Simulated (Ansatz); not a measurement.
Start of a relaxation of Al5Cl:

```yaml
crystal:
  lattice:
    - [0.00000, 3.57199, 3.57199]
    - [3.57199, 0.00000, 3.57199]
    - [3.57199, 3.57199, 0.00000]
  atoms:
    - { symbol: Al, position: [0.12500, 0.62500, 0.62500] }
    - { symbol: Al, position: [0.62500, 0.62500, 0.62500] }
    - { symbol: Al, position: [0.62500, 0.12500, 0.62500] }
    - { symbol: Al, position: [0.62500, 0.62500, 0.12500] }
    - { symbol: Al, position: [0.25000, 0.25000, 0.25000] }
    - { symbol: Cl, position: [0.00000, 0.00000, 0.00000] }
```

All numbers below come from DFT PBE, scalar-relativistic, plane waves, PAW in Ansatz 0.2.0. Cutoff 420 eV, Gaussian smearing, Γ-centred meshes. Cell and atoms relax first on a coarse mesh and then on a finer one. In between, the cell is made exact in the group found at 0.06 Å. In metals the finer mesh still leaves noise of several meV/atom or more. The steps can't lower the symmetry of their start. No spin polarisation.

A guess keeps its type if space group and coordination stay and the shape of the cell changes little (axis ratios within about 15 %, angles within 6°); the volume may change.

Problem. Does it keep its structure type, or change into something else?

Solution. It keeps its type. The symmetry stays F-43m (No. 216). The volume per atom grows by 27.9 %, from 15.2 to 19.4 Å³. The shortest distance goes from 2.53 Å (Al–Al) to 2.74 Å (Al–Al). Counting neighbours within 15 % of an atom's shortest distance, the start has Al 6/16, Cl 16 and the end Al 6/16, Cl 16.

Formation energies are uncorrected and refer to the elements' standard structures at the same level (Cl₂ as a molecule).

Problem. At what energy does it end?

Solution. +0.17 eV/atom. A positive value: parting into the elements would lower its energy.

The last run used an 8×8×8 mesh for its 6-atom cell and Gaussian smearing of 0.10 eV. Symmetry constrained the relaxation, so the result can be a saddle point. Another cell of Al5Cl relaxed alike, in P4/mmm, lies 164 meV/atom lower, so this cell isn't the stable form at this level.

In counts of neighbours, a slash parts the counts of unlike sites.
